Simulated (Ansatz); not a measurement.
Input:

SnC:
```xyz
2
Lattice="0.0000 2.5170 2.5170 2.5170 0.0000 2.5170 2.5170 2.5170 0.0000" Properties=species:S:1:pos:R:3 pbc="T T T"
Sn     0.0000     0.0000     0.0000
C      1.2585     1.2585     1.2585
```

This is the PBEsol-relaxed structure.

Question: All from PBEsol in the plane-wave PAW code Ansatz, unless another level is named. Predict the electron effective mass.

Answer: 0.078 mₑ (isotropic).

Question: Give the formation energy from the elements (no fitted shifts).

Answer: 0.78 eV/atom.

Question: Next, the valence-band maximum?

Answer: at Γ.

Space group F-43m (zinc blende). The start of the workflow was typed in or built on a structure type; neither database checked (COD, Materials Project) lists it. Its standing as an ambient phase is unchecked. The PBEsol relaxation kept the symmetry of its start; its stability against distortions is not shown here. Its formation energy is positive at this level, so the cell may be metastable or incomplete. The references are the lowest solids computed at this level, not always the standard phases. Spin–orbit coupling is left out wherever it is not named.

Potentials: the later of the program's two PAW sets.

Edges and masses are those of Kohn–Sham bands, whose gap is no quasiparticle gap.
